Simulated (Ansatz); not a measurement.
Hf:
```yaml
crystal:
  lattice:
    - [-1.72067, 1.72067, 1.72067]
    - [1.72067, -1.72067, 1.72067]
    - [1.72067, 1.72067, -1.72067]
  atoms:
    - { symbol: Hf, position: [0.00000, 0.00000, 0.00000] }
```

Relaxed with LDA.

**Question.** Which orbitals make up the states near the Fermi level in LDA in the plane-wave PAW code Ansatz?

**Answer.** Within 0.5 eV of the Fermi level: Hf 5d 88 %, Hf 6s 6 %. Projections are on Löwdin-orthogonalised atomic valence shells; empty p or d shells of many metals are not among them.

**Question.** Tabulate the density of states.

**Answer.** States/eV per cell of 1 atom, in 0.25 eV bins, energy from the Fermi level.

| E (eV) | total | Hf 5d | Hf 6s | Hf 5p |
|---|---|---|---|---|
| -7.85 | 0.00 | 0.00 | 0.00 | 0.00 |
| -7.60 | 0.00 | 0.00 | 0.00 | 0.00 |
| -7.35 | 0.00 | 0.00 | 0.00 | 0.00 |
| -7.10 | 0.03 | 0.00 | 0.02 | 0.00 |
| -6.85 | 0.04 | 0.00 | 0.04 | 0.00 |
| -6.60 | 0.06 | 0.00 | 0.05 | 0.00 |
| -6.35 | 0.07 | 0.00 | 0.07 | 0.00 |
| -6.10 | 0.09 | 0.00 | 0.08 | 0.00 |
| -5.85 | 0.10 | 0.00 | 0.09 | 0.00 |
| -5.60 | 0.11 | 0.01 | 0.10 | 0.00 |
| -5.35 | 0.13 | 0.01 | 0.11 | 0.00 |
| -5.10 | 0.15 | 0.02 | 0.12 | 0.00 |
| -4.85 | 0.17 | 0.03 | 0.13 | 0.01 |
| -4.60 | 0.19 | 0.04 | 0.14 | 0.01 |
| -4.35 | 0.22 | 0.06 | 0.15 | 0.01 |
| -4.10 | 0.27 | 0.09 | 0.17 | 0.01 |
| -3.85 | 0.35 | 0.15 | 0.18 | 0.01 |
| -3.60 | 0.60 | 0.36 | 0.21 | 0.01 |
| -3.35 | 0.63 | 0.41 | 0.20 | 0.01 |
| -3.10 | 0.63 | 0.43 | 0.17 | 0.01 |
| -2.85 | 0.72 | 0.54 | 0.15 | 0.01 |
| -2.60 | 0.82 | 0.66 | 0.13 | 0.02 |
| -2.35 | 0.99 | 0.85 | 0.12 | 0.02 |
| -2.10 | 1.09 | 0.97 | 0.09 | 0.02 |
| -1.85 | 0.67 | 0.60 | 0.05 | 0.01 |
| -1.60 | 0.45 | 0.42 | 0.02 | 0.01 |
| -1.35 | 0.37 | 0.35 | 0.01 | 0.01 |
| -1.10 | 0.39 | 0.36 | 0.01 | 0.01 |
| -0.85 | 1.51 | 1.45 | 0.01 | 0.03 |
| -0.60 | 2.09 | 2.01 | 0.02 | 0.03 |
| -0.35 | 1.61 | 1.51 | 0.04 | 0.02 |
| -0.10 | 1.62 | 1.47 | 0.07 | 0.03 |
| 0.15 | 1.71 | 1.46 | 0.13 | 0.03 |
| 0.40 | 1.84 | 1.52 | 0.18 | 0.02 |
| 0.65 | 1.21 | 1.02 | 0.09 | 0.01 |
| 0.90 | 0.95 | 0.80 | 0.06 | 0.01 |
| 1.15 | 0.76 | 0.65 | 0.03 | 0.00 |
| 1.40 | 0.49 | 0.42 | 0.01 | 0.00 |
| 1.65 | 0.21 | 0.19 | 0.01 | 0.00 |
| 1.90 | 0.24 | 0.22 | 0.01 | 0.00 |
| 2.15 | 0.29 | 0.28 | 0.01 | 0.00 |
| 2.40 | 0.48 | 0.45 | 0.02 | 0.00 |
| 2.65 | 0.65 | 0.61 | 0.02 | 0.00 |
| 2.90 | 0.70 | 0.65 | 0.02 | 0.00 |
| 3.15 | 0.76 | 0.71 | 0.02 | 0.00 |
| 3.40 | 0.82 | 0.77 | 0.02 | 0.00 |
| 3.65 | 0.89 | 0.84 | 0.02 | 0.00 |
| 3.90 | 1.05 | 1.00 | 0.02 | 0.00 |
| 4.15 | 1.08 | 1.03 | 0.02 | 0.00 |
| 4.40 | 1.13 | 1.07 | 0.02 | 0.00 |
| 4.65 | 1.15 | 1.10 | 0.02 | 0.00 |

Space group Im-3m (bcc (W type)). This is a known high-temperature phase of the composition, computed here at zero pressure and temperature. The LDA relaxation kept the symmetry of its start. At this level the phase is mechanically unstable. The run is not spin-polarised. Spin–orbit coupling is left out wherever it is not named.

Potentials: the earlier of the program's two PAW sets. The files were generated under PBE; for other functionals the program regenerates the frozen cores, and for LDA and PBEsol the local potential too.
